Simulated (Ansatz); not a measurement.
Sn:
```yaml
crystal:
  lattice:
    - [-1.62075, 1.62075, 2.60183]
    - [1.62075, -1.62075, 2.60183]
    - [1.62075, 1.62075, -2.60183]
  atoms:
    - { symbol: Sn, position: [0.00000, 0.00000, 0.00000] }
```

Relaxed with r²SCAN. Special points in fractions of this cell's reciprocal vectors: Γ (0.000, 0.000, 0.000); X (0.000, 0.000, 0.500); P (0.250, 0.250, 0.250); N (0.000, 0.500, 0.000); M (0.500, 0.500, -0.500); S (0.347, 0.653, -0.347); S0 (-0.347, 0.347, 0.347); R (-0.194, 0.194, 0.500); G (0.500, 0.500, -0.194).

**Question.** List the band energies nearest the Fermi level at these points for r²SCAN with spin–orbit coupling (plane waves, PAW; program Ansatz).

**Answer.** In eV from the Fermi level; about four levels below and three above (degenerate sets whole), none deeper than 8.9 eV; … stands for higher levels left out; points with the same levels are listed once.

```tsv
k	below	above
Γ	–	7.38 7.38 8.45 8.45
X	-4.23 -4.23 -3.51 -3.51	1.12 1.12 2.26 2.26
P	-2.06 -2.06 -1.71 -1.71	0.51 0.51 10.02 10.02
N	-7.00 -7.00 -4.86 -4.86	4.64 4.64 7.39 7.39
M	-6.31 -6.31 -4.52 -4.52	3.16 3.16 3.61 3.61
S	-2.94 -2.94 -2.44 -2.44	4.93 4.93 8.31 8.31
R	-1.35 -1.35 -0.26 -0.26	10.53 10.53 …
```

Space group I4/mmm (body-centred tetragonal). This is a known high-pressure phase of the composition, computed here at zero pressure and temperature. The r²SCAN relaxation kept the symmetry of its start. At this level the phase is mechanically unstable.

Potentials: the later of the program's two PAW sets.
